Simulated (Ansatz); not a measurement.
Data:

Bi2Pt (space group Pa-3)

```yaml
crystal:
  lattice:
    - [6.72145, 0.00000, 0.00000]
    - [0.00000, 6.72145, 0.00000]
    - [0.00000, 0.00000, 6.72145]
  atoms:
    - { symbol: Bi, position: [0.37010, 0.37010, 0.37010] }
    - { symbol: Bi, position: [0.62990, 0.62990, 0.62990] }
    - { symbol: Bi, position: [0.12990, 0.62990, 0.87010] }
    - { symbol: Bi, position: [0.87010, 0.37010, 0.12990] }
    - { symbol: Bi, position: [0.87010, 0.12990, 0.62990] }
    - { symbol: Bi, position: [0.12990, 0.87010, 0.37010] }
    - { symbol: Bi, position: [0.62990, 0.87010, 0.12990] }
    - { symbol: Bi, position: [0.37010, 0.12990, 0.87010] }
    - { symbol: Pt, position: [0.00000, 0.00000, 0.00000] }
    - { symbol: Pt, position: [0.50000, 0.00000, 0.50000] }
    - { symbol: Pt, position: [0.50000, 0.50000, 0.00000] }
    - { symbol: Pt, position: [0.00000, 0.50000, 0.50000] }
```

E(V) scan at fixed shape, V₀ the volume above. The atoms relax within the cell's symmetry.

All values below come from PBEsol (plane waves to 420 eV, PAW, scalar-relativistic; Ansatz, an electronic-structure program). k mesh 6×6×6 (Γ-centred), Fermi-Dirac smearing 0.05 eV. The energy includes the smearing's −TS. Compression counts positive. Bi2Pt is run without spin polarisation. Bi2Pt was relaxed with its symmetry unable to fall. Spin-orbit coupling is left out, though Bi and Pt are heavy. The zero of ΔE is the relaxed starting cell.

The scan covers V/V₀ from 0.840 to 1.160 in 13 points.

Question: What is ΔE at V/V₀ = 1.160?

Answer: 142 meV/atom.

Question: What pressure does the cell carry at V/V₀ = 0.840?

Answer: 25.8 GPa.

Question: What is ΔE at V/V₀ = 0.840?

Answer: 274 meV/atom.

(A scan under strain: stresses follow from slopes of the energy per volume, elastic moduli from its curvatures.)
